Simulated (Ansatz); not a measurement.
What DFT gives for Ba2CaGe2

```
Ge Ca Ba
1.0
     0.00000    4.88202    0.00000
     4.88202    0.00000    0.00000
     2.44101    2.44101   -6.29097
Ge Ca Ba
2 1 2
Direct
  0.38600 0.38600 0.22800
  0.61400 0.61400 0.77200
  0.00000 0.00000 0.00000
  0.75000 0.25000 0.50000
  0.25000 0.75000 0.50000
```

Level: PBE, no spin polarisation; 420 eV; 8×8×8 Γ-centred mesh; fermi-dirac occupations (width 0.0893 eV); Ansatz 0.2.0, fixed geometry.

- Stress: The pressure is 8.4 GPa (compression positive), so with the atoms held at these fractions the cell would first expand; the forces are large, so a full relaxation may end otherwise.
- Forces: The largest is on Ge1 (and as large on other atoms): 3.05 eV/Å, components (0.00, 0.00, 3.05). It makes 0° with the line to a nearest neighbour, Ge2 at 2.87 Å, pointing towards it.
- Electronic structure: It is a metal, with about 4.4 states/eV a cell as the mean within 0.25 eV of the Fermi level.
- Formation energy: 0.13 eV an atom against the elements' usual phases (free molecules for gases, crystals otherwise, with no correction for O₂ or N₂), so at this geometry it isn't bound against them. Relaxing would lower it.
- Charges: Bader charges in e: Ba +0.66, Ca +1.22, Ge -1.28. In the mean Ca gives up most and Ge takes most.

Origin: a known structure type with other elements, at an estimated volume, so it need not be a known compound. Caveats: atoms or cell far from equilibrium.
